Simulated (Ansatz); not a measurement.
Cs2O:
```yaml
crystal:
  lattice:
    - [2.05500, 1.18646, 6.92681]
    - [-2.05500, 1.18646, 6.92681]
    - [0.00000, -2.37291, 6.92681]
  atoms:
    - { symbol: Cs, position: [0.26076, 0.26076, 0.26076] }
    - { symbol: Cs, position: [0.73924, 0.73924, 0.73924] }
    - { symbol: O, position: [0.00000, 0.00000, 0.00000] }
```

Relaxed with PBEsol.

Problem. Give the Bader charges and basin volumes of the independent atoms, PBEsol (plane waves, PAW; program Ansatz).

Solution. 

```csv
atom,Bader charge (e),Bader volume (Å³)
Cs1,+0.67,41.6
O3,-1.35,17.7
```

Space group R-3m. Its axis ratio c/a = 5.06 departs by over 6 % from that of the usual cell of this phase: another minimum, or an error of the functional. Symmetry was held in the PBEsol relaxation; whether a distortion lowers the energy is not shown. Scalar-relativistic: spin–orbit coupling is off unless named, which matters more the heavier the elements.

Potentials: the later of the program's two PAW sets.
